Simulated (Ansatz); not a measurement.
Calculated ¹⁹⁷Au nuclear quadrupole resonance for Zn₈Au₅

Cell: a COD entry.

Space group I-43m (No. 217); a = 9.2700 Å.

| site | Wyckoff | site symmetry | x | y | z |
| --- | --- | --- | --- | --- | --- |
| Zn1 | 8c | .3m | 0.1089 | 0.1089 | 0.1089 |
| Zn5 | 24g | ..m | 0.3128 | 0.3128 | 0.0366 |
| Au17 | 8c | .3m | 0.3280 | 0.3280 | 0.3280 |
| Au21 | 12e | 2.mm | 0.3558 | 0.0000 | 0.0000 |

One atom of each set is listed; the run and its k-mesh use a cell of 26 atoms with edges of 8.03, 8.03, 8.03 Å.

The numbers come from a DFT calculation in Ansatz (PBE, plane waves and PAW, scalar-relativistic, 420 eV cutoff, Γ-centred 5×5×5 k-points, Fermi–Dirac smearing 0.05 eV).

¹⁹⁷Au: I = 3/2, Q = 547.0 mb (year-2017 value). Static lattice, zero field.

**Question.** Predict the zero-field ¹⁹⁷Au lines of each site.

**Answer.** For I = 3/2 there is one line, ν = (|C_Q|/2)(1 + η²/3)^½.

```
site  atoms  V_zz (10²¹ V/m²)  C_Q (MHz)     η  line frequencies (MHz)
Au17      4              7.03       92.9  0.00                    46.5
Au21      6             13.54        179  0.83                    99.4
```

An axis of threefold or higher order runs through Au17, so V_zz lies along it and η is zero.

At this cell the PBE pressure is 7 GPa, so with PBE the cell would grow if it were relaxed. The largest force is 0.8 eV/Å, so the atoms aren't at the calculated equilibrium and relaxing them would move these values. With no gap above 0.1 eV, as in a metal, the gradients converge slowly in k; expect changes of a tenth or more on a denser mesh. Spin–orbit coupling is left out, which shifts gradients on Au by a few per cent in wide-gap crystals, and can shift them far more where the calculated gap is small or absent, as here.

Hardware: 2 threads of Arm Neoverse N1 (aarch64; 36 cores open to the job, memory cap 5.0 GiB, no GPU), a shared host with a load of 0.9 a core. Wall time 3.5 min, CPU time 6.8 min, peak memory 1.5 GiB.
